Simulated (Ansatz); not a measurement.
# Elastic constants of BN: input and output

Method: Ansatz, DFT PBE0, scalar-relativistic, plane waves, PAW.

Launched with:
```bash
ansatz run input.yaml --threads 4 --pin off --max-ram 12288MiB --backend cpu --events-out ev --progress --plain --runs-dir out
```

Input (bare energies are in eV):
```yaml
crystal:
  lattice:
    - [0.0, 1.7983, 1.7983]
    - [1.7983, 0.0, 1.7983]
    - [1.7983, 1.7983, 0.0]
  atoms:
    - { symbol: B, position: [0.0, 0.0, 0.0] }
    - { symbol: "N", position: [0.25, 0.25, 0.25] }
basis:
  ecutwfc: 420
kpoints:
  mp_grid: { grid: [8, 8, 8] }
hamiltonian:
  xc: pbe0
scf:
  occupations: { method: fixed }
output:
  forces: true
  stress: true
  eigenvalues: true
  polarization: {}
elastic:
  mode: relaxed_ion
  stencil: two_point
```

From the output:
```
--- Elastic constants: 2 strain directions × 2 members + reference (group order 24) ---
  dense FFT box of the reference and of every strained cell: 18×18×18
  strains applied: 11, 23; error gains: componentwise 1.00 (the most a stress slope's error grows in a printed constant), spectral 1.73 (1 for all six strains in a standard setting)
  C = ∂σ_k/∂η_j (tension-positive GPa; Voigt order 11 22 33 23 13 12):
       840.774    186.067    186.067      0.000      0.000     -0.000
       186.067    840.774    186.067      0.000     -0.000     -0.000
       186.067    186.067    840.774      0.000      0.000     -0.000
        -0.000      0.000      0.000    482.309     -0.000      0.000
         0.000      0.000      0.000      0.000    482.309      0.000
        -0.000      0.000      0.000     -0.000      0.000    482.309
  reference stress σ⁰ (GPa):      0.045      0.045      0.045     -0.000      0.000     -0.000
  C* (energy form; C + prestress term) asymmetry max|C*_kj − C*_jk| = 5.684e-14 GPa — a small one proves nothing (zero by symmetry where the batch's group is 432, −43m or m−3m); a large one is finite-difference/SCF noise where every solve ...
  moduli (Voigt/Reuss/Hill, GPa): K = 404.30/404.30/404.30   G = 420.33/405.53/412.93   E = 924.16   ν = 0.119
  mechanically stable: yes (min eigenvalue of sym C = 482.31 GPa)
  e, the proper piezoelectric tensor (elastic.mode: relaxed_ion; C/m²; rows x y z; Voigt order 11 22 33 23 13 12):
       0.00000   -0.00000   -0.00000   -0.81386    0.00000    0.00000
       0.00000    0.00000   -0.00000   -0.00000   -0.81386   -0.00000
       0.00000   -0.00000   -0.00000   -0.00000   -0.00000   -0.81386
  ±, each entry's uncertainty from the finite density of the strings (C/m²), an estimate: the size of the correction for it that the entry includes:
       0.00000    0.00000    0.00000    0.00587    0.00000    0.00000
       0.00000    0.00000    0.00000    0.00000    0.00587    0.00000
       0.00000    0.00000    0.00000    0.00000    0.00000    0.00587
  the group's symmetry takes up to 1.4e-8 C/m² out of the measured responses: error of the strings' finite density and of the mesh across them, as far as it breaks the symmetry (raise kpoints.mp_grid and any string_points); the largest step ...
  strain η (Voigt 11):  stress-route row diagonal C_11 = 840.77 GPa, energy-path curvature d²(F+E_count+ΔE)/dδ²/Ω₀ = 846.02 GPa
         δ    σ_11 (GPa) F (eV) n_scf n_hpsi n_pw
    -2.000e-3      -1.6425        -542.5669410      25   41564    257   relax 0 steps, max|allowed force component| 1.12e-16 eV/Å
     2.000e-3       1.7206        -542.5669240      25   41280    259   relax 0 steps, max|allowed force component| 1.12e-16 eV/Å
  strain η (Voigt 23):  stress-route row diagonal C_44 = 482.31 GPa, energy-path curvature d²(F+E_count+ΔE)/dδ²/Ω₀ = 486.24 GPa
         δ    σ_23 (GPa) F (eV) n_scf n_hpsi n_pw
    -2.000e-3      -0.9646        -542.5669841       4   11938    259   relax 3 steps, max|allowed force component| 2.15e-6 eV/Å
     2.000e-3       0.9646        -542.5669841       4   11938    259   relax 3 steps, max|allowed force component| 2.14e-6 eV/Å
--- Formal polarisation (Berry phase): one branch of a lattice of values; only differences between neighbouring runs are physical ---
  axis mesh electronic ionic p = total spread (rad) least overlap resolved gap  δp at fixed H ≤   (phases in cycles; p mod 1; gap in eV; gap and δp judge the states as solved, not the mesh's step, its ...
  b1    8×8×8          -0.00000000     1.25000000     1.25000000      0.087014         0.9052       11.4135           4.7e-7
  b2    8×8×8          -0.00000000     1.25000000     1.25000000      0.087014         0.9052       11.4135           4.7e-7
  b3    8×8×8           0.00000000     1.25000000     1.25000000      0.087014         0.9052       11.4135           4.7e-7
  quantum along a1:   0.21865565 e/Å² =   350.324981 µC/cm²
  quantum along a2:   0.21865565 e/Å² =   350.324981 µC/cm²
  quantum along a3:   0.21865565 e/Å² =   350.324981 µC/cm²
  P = (  0.38653224,   0.38653224,   0.38653224) e/Å² = (  619.292925,   619.292925,   619.292925) µC/cm²  (mod the quanta)
```

The run took 5.4 min on 4 threads of Arm Neoverse V1 (shared host), peak memory 0.81 GiB.

The cell is the ideal cubic zincblende prototype.